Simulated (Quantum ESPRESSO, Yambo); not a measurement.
At a photon energy of 8.62 eV, RPA with local fields on PBE bands shifted by a G0W0 scissor of 1.51 eV (Quantum ESPRESSO and Yambo; 18×18×6 mesh, 31 bands, 4 Ry local-field block, 0.2 eV broadening) gives ε = -0.38 + 2.99i for BN (space group P6_3/mmc, No. 194), field along x. Axes are Cartesian, with cell vectors (Å) (2.51, 0.00, 0.00), (-1.25, 2.17, 0.00), (0.00, 0.00, 6.61).

Task: Work out n, κ, the normal-incidence reflectivity, the absorption coefficient and the penetration depth.

Result: 
|ε| = 3.01; n = √((|ε| + ε1)/2) = 1.15, κ = √((|ε| − ε1)/2) = 1.30. R = ((n − 1)² + κ²)/((n + 1)² + κ²) = 0.27. α = 2Eκ/(ħc) with ħc = 197.327 eV nm: 0.1138 per nm = 11 × 10⁵ per cm, a 1/e depth of 8.8 nm. The computed direct gap is 6.18 eV, and the energy scale of the real crystal may differ from it. Excitonic effects are left out, and values at one energy depend on mesh and broadening. The scissor comes from a G0W0 run whose convergence isn't established. Convergence of the RPA response with its 18×18×6 mesh was not tested.

Geometry relaxed with PBE+D3(BJ); primitive cell a = 2.505 Å, b = 2.505 Å, c = 6.610 Å, α = 90.00°, β = 90.00°, γ = 120.00°.
